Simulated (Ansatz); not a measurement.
NbZn3, DFT, PBEsol, PAW with Ansatz's default frozen-core files, scalar-relativistic (Ansatz 0.2.0), run on 1 thread of Arm Neoverse V1 on a shared host.

The geometry is COD entry 2310977, unchecked; take it as a test cell. The listed cell was then made from it by scaling, straining or moving an atom.

Command: `ansatz run input.yaml --threads 1 --pin off --max-ram 4096MiB --backend cpu --events-out ev --progress --plain --runs-dir out`

```yaml
crystal:
  lattice:
    - [3.934, 0.0, 0.0]
    - [0.0, 3.934, 0.0]
    - [0.0, 0.0, 4.01268]
  atoms:
    - { symbol: Nb, position: [0.0, 0.0, 0.0] }
    - { symbol: Zn, position: [0.0, 0.5, 0.5] }
    - { symbol: Zn, position: [0.5, 0.0, 0.5] }
    - { symbol: Zn, position: [0.5, 0.5, 0.0] }
kpoints:
  mp_grid: { grid: [10, 10, 10] }
scf:
  occupations: { method: fermi_dirac, width: 0.05 }
hamiltonian:
  xc: pbesol
  pseudopotentials: { kind: paw }
output:
  forces: true
  stress: true
  eigenvalues: true
  efg: { contact_densities: true }
  write_density: true
  write_potential: true
  elf: true
  volumetric_format: npy
```

(1) How large is the problem that the program sets up?

(2) Estimate the wall time and the peak memory.

(3) And the same cell and mesh by all-electron PAW (datasets made for this crystal), asked for forces, stress, eigenvalues, efg, on the same hardware?

Answers

(1) 126 irreducible k-points, 1221 plane waves at Γ, 30 bands.

(2) 22 s of wall time for 9 SCF iterations, with a peak of 0.5 GiB. Times on shared machines scatter by tens of per cent.

(3) 49 s, peak memory 0.87 GiB.
